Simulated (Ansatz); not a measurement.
The calculation used Ansatz, DFT PBEsol, scalar-relativistic, plane waves, PAW.

Structure of Ba2BiSb2:

```yaml
crystal:
  lattice:
    - [-2.37317, 3.75586, 4.97725]
    - [2.37317, -3.75586, 4.97725]
    - [2.37317, 3.75586, -4.97725]
  atoms:
    - { symbol: Ba, position: [0.71914, 0.21914, 0.50000] }
    - { symbol: Ba, position: [0.28086, 0.78086, 0.50000] }
    - { symbol: Sb, position: [0.70307, 0.50000, 0.20307] }
    - { symbol: Sb, position: [0.29693, 0.50000, 0.79693] }
    - { symbol: Bi, position: [0.00000, 0.00000, 0.00000] }
```

Settings: cutoff 420 eV, Γ-centred mesh 10×10×10 on the computed 5-atom cell, Gaussian smearing of 0.10 eV; no spin polarisation.

Levels along Γ–X–F2 | Σ0–Γ–Y0 | U0–X | Γ–R–W–S–Γ–T–W, in eV from the Fermi level, sorted by energy at each point. Points in fractions of the primitive reciprocal vectors: Γ (0.000 0.000 0.000), X (0.500 0.500 -0.500), F2 (0.307 0.693 -0.307), Σ0 (-0.307 0.307 0.307), Y0 (0.392 -0.392 0.392), U0 (0.608 0.392 -0.392), R (0.000 0.500 0.000), W (0.250 0.250 0.250), S (0.500 0.000 0.000), T (0.000 0.000 0.500).
| point | k (1/Å, with 2π) | band 29 | band 30 | band 31 | band 32 | band 33 | band 34 | band 35 |
| --- | --- | --- | --- | --- | --- | --- | --- | --- |
| Γ | 0.000 | -1.89 | -1.70 | -0.81 | -0.76 | -0.63 | 0.17 | 1.17 |
| - | 0.090 | -1.93 | -1.71 | -0.79 | -0.79 | -0.62 | 0.30 | 1.07 |
| - | 0.180 | -2.09 | -1.55 | -0.88 | -0.72 | -0.58 | 0.59 | 0.84 |
| - | 0.271 | -2.18 | -1.26 | -0.99 | -0.62 | -0.53 | 0.57 | 0.89 |
| - | 0.361 | -2.27 | -1.11 | -0.89 | -0.50 | -0.48 | 0.34 | 1.13 |
| - | 0.451 | -2.35 | -1.23 | -0.46 | -0.42 | -0.36 | 0.16 | 1.24 |
| - | 0.541 | -2.34 | -1.30 | -0.39 | -0.25 | -0.02 | 0.05 | 1.13 |
| X | 0.631 | -2.30 | -1.33 | -0.38 | -0.21 | 0.01 | 0.24 | 0.96 |
| - | 0.704 | -1.91 | -1.33 | -0.76 | 0.02 | 0.07 | 0.16 | 1.01 |
| - | 0.777 | -1.56 | -1.33 | -1.25 | -0.04 | 0.11 | 0.29 | 1.14 |
| - | 0.850 | -1.73 | -1.39 | -1.34 | -0.30 | 0.36 | 0.46 | 1.35 |
| - | 0.923 | -2.17 | -1.39 | -1.35 | -0.58 | 0.62 | 0.78 | 1.60 |
| - | 0.997 | -2.56 | -1.47 | -1.36 | -0.85 | 0.80 | 1.24 | 1.77 |
| - | 1.070 | -2.68 | -1.57 | -1.36 | -1.09 | 1.00 | 1.61 | 1.83 |
| F2 | 1.143 | -2.39 | -1.67 | -1.36 | -1.30 | 1.21 | 1.70 | 1.94 |
| Σ0 | 1.143 | -2.39 | -1.67 | -1.36 | -1.30 | 1.21 | 1.70 | 1.94 |
| - | 1.259 | -1.96 | -1.78 | -1.54 | -1.33 | 1.40 | 1.51 | 2.13 |
| - | 1.375 | -1.85 | -1.75 | -1.56 | -1.26 | 1.03 | 1.61 | 2.43 |
| - | 1.491 | -1.85 | -1.80 | -1.41 | -1.16 | 0.74 | 1.59 | 1.98 |
| - | 1.607 | -1.82 | -1.80 | -1.47 | -1.02 | 0.56 | 1.33 | 1.36 |
| - | 1.723 | -1.84 | -1.79 | -1.62 | -0.90 | 0.42 | 0.81 | 0.95 |
| - | 1.839 | -1.83 | -1.70 | -1.48 | -0.80 | 0.07 | 0.24 | 1.03 |
| Γ | 1.955 | -1.89 | -1.70 | -0.81 | -0.76 | -0.63 | 0.17 | 1.17 |
| - | 2.049 | -1.94 | -1.71 | -0.87 | -0.72 | -0.48 | 0.28 | 1.23 |
| - | 2.143 | -2.13 | -1.72 | -1.01 | -0.59 | -0.22 | 0.54 | 1.39 |
| - | 2.236 | -2.40 | -1.71 | -1.19 | -0.40 | 0.03 | 0.71 | 1.31 |
| - | 2.330 | -2.47 | -1.67 | -1.35 | -0.15 | 0.10 | 0.70 | 1.28 |
| - | 2.424 | -2.31 | -1.61 | -1.42 | -0.13 | 0.10 | 0.84 | 1.43 |
| - | 2.518 | -2.24 | -1.52 | -1.30 | -0.36 | 0.28 | 0.98 | 1.45 |
| Y0 | 2.611 | -2.26 | -1.43 | -0.99 | -0.47 | 0.33 | 0.95 | 1.07 |
| U0 | 2.611 | -2.26 | -1.43 | -0.99 | -0.47 | 0.33 | 0.95 | 1.07 |
| - | 2.637 | -2.27 | -1.41 | -0.88 | -0.47 | 0.32 | 0.80 | 1.09 |
| - | 2.663 | -2.28 | -1.39 | -0.77 | -0.46 | 0.30 | 0.65 | 1.10 |
| - | 2.688 | -2.29 | -1.37 | -0.65 | -0.44 | 0.28 | 0.50 | 1.08 |
| - | 2.714 | -2.29 | -1.35 | -0.52 | -0.42 | 0.27 | 0.36 | 1.05 |
| - | 2.740 | -2.30 | -1.34 | -0.40 | -0.40 | 0.21 | 0.25 | 1.00 |
| - | 2.766 | -2.30 | -1.33 | -0.38 | -0.28 | 0.08 | 0.24 | 0.97 |
| X | 2.791 | -2.30 | -1.33 | -0.38 | -0.21 | 0.01 | 0.24 | 0.96 |
| Γ | 2.791 | -1.89 | -1.70 | -0.81 | -0.76 | -0.63 | 0.17 | 1.17 |
| - | 2.896 | -1.86 | -1.72 | -1.34 | -0.79 | -0.07 | 0.25 | 1.06 |
| - | 3.001 | -1.91 | -1.83 | -1.61 | -0.88 | 0.43 | 0.55 | 0.99 |
| - | 3.106 | -2.15 | -1.70 | -1.39 | -1.00 | 0.53 | 1.05 | 1.29 |
| - | 3.211 | -2.32 | -1.59 | -1.25 | -1.13 | 0.68 | 1.29 | 1.81 |
| - | 3.315 | -2.37 | -1.52 | -1.33 | -1.24 | 0.99 | 1.31 | 2.29 |
| - | 3.420 | -2.32 | -1.52 | -1.47 | -1.32 | 1.25 | 1.44 | 2.38 |
| R | 3.525 | -2.27 | -1.63 | -1.46 | -1.34 | 1.23 | 1.84 | 2.07 |
| - | 3.584 | -2.21 | -1.62 | -1.51 | -1.29 | 0.92 | 2.03 | 2.04 |
| - | 3.644 | -2.06 | -1.61 | -1.59 | -1.20 | 0.42 | 1.88 | 1.93 |
| - | 3.704 | -1.85 | -1.66 | -1.58 | -1.11 | -0.12 | 1.60 | 1.65 |
| - | 3.764 | -1.73 | -1.62 | -1.56 | -1.01 | -0.66 | 1.26 | 1.39 |
| - | 3.824 | -1.77 | -1.55 | -1.43 | -1.17 | -0.89 | 0.92 | 1.20 |
| - | 3.883 | -1.80 | -1.77 | -1.44 | -1.31 | -0.76 | 0.65 | 1.08 |
| W | 3.943 | -2.16 | -1.81 | -1.46 | -1.28 | -0.69 | 0.54 | 1.04 |
| - | 4.037 | -2.23 | -1.78 | -1.58 | -1.16 | -0.63 | 0.63 | 1.11 |
| - | 4.132 | -2.36 | -1.78 | -1.67 | -0.99 | -0.44 | 0.87 | 1.31 |
| - | 4.227 | -2.49 | -1.83 | -1.63 | -0.81 | -0.17 | 1.15 | 1.59 |
| - | 4.321 | -2.57 | -1.93 | -1.52 | -0.61 | 0.15 | 1.35 | 1.51 |
| - | 4.416 | -2.51 | -2.06 | -1.45 | -0.41 | 0.37 | 1.21 | 1.26 |
| - | 4.510 | -2.33 | -2.20 | -1.45 | -0.25 | 0.32 | 0.99 | 1.34 |
| S | 4.605 | -2.33 | -2.22 | -1.47 | -0.19 | 0.24 | 0.88 | 1.63 |
| - | 4.680 | -2.36 | -2.19 | -1.41 | -0.25 | 0.26 | 0.81 | 1.56 |
| - | 4.755 | -2.30 | -2.12 | -1.28 | -0.39 | 0.23 | 0.73 | 1.42 |
| - | 4.829 | -2.20 | -2.02 | -1.12 | -0.52 | 0.07 | 0.70 | 1.29 |
| - | 4.904 | -2.08 | -1.91 | -0.99 | -0.64 | -0.16 | 0.60 | 1.22 |
| - | 4.979 | -1.97 | -1.81 | -0.89 | -0.71 | -0.38 | 0.43 | 1.18 |
| - | 5.054 | -1.91 | -1.73 | -0.83 | -0.75 | -0.56 | 0.25 | 1.17 |
| Γ | 5.129 | -1.89 | -1.70 | -0.81 | -0.76 | -0.63 | 0.17 | 1.17 |
| - | 5.241 | -1.87 | -1.71 | -1.27 | -0.77 | -0.11 | 0.28 | 1.11 |
| - | 5.353 | -1.83 | -1.74 | -1.41 | -0.80 | 0.01 | 0.57 | 1.29 |
| - | 5.464 | -1.80 | -1.76 | -1.30 | -0.88 | -0.34 | 0.92 | 1.80 |
| - | 5.576 | -1.80 | -1.74 | -1.18 | -1.00 | -0.80 | 1.36 | 1.85 |
| - | 5.688 | -1.81 | -1.70 | -1.40 | -1.17 | -0.91 | 1.42 | 1.84 |
| - | 5.800 | -1.85 | -1.81 | -1.64 | -1.33 | -0.80 | 1.02 | 2.24 |
| T | 5.912 | -2.21 | -1.81 | -1.59 | -1.42 | -0.75 | 0.86 | 2.19 |
| - | 5.957 | -2.21 | -1.81 | -1.58 | -1.42 | -0.74 | 0.84 | 2.01 |
| - | 6.002 | -2.20 | -1.81 | -1.54 | -1.43 | -0.73 | 0.79 | 1.77 |
| - | 6.047 | -2.19 | -1.80 | -1.48 | -1.44 | -0.72 | 0.72 | 1.55 |
| - | 6.092 | -2.18 | -1.80 | -1.45 | -1.41 | -0.71 | 0.65 | 1.34 |
| - | 6.137 | -2.17 | -1.81 | -1.46 | -1.34 | -0.70 | 0.59 | 1.18 |
| - | 6.182 | -2.16 | -1.81 | -1.46 | -1.29 | -0.69 | 0.55 | 1.08 |
| W | 6.227 | -2.16 | -1.81 | -1.46 | -1.28 | -0.69 | 0.54 | 1.04 |

Spin-orbit coupling is left out, which matters for the bands of heavy elements.

Cost: 1 run of about 5.3 core-minutes, on Arm Neoverse V2 (shared hosts).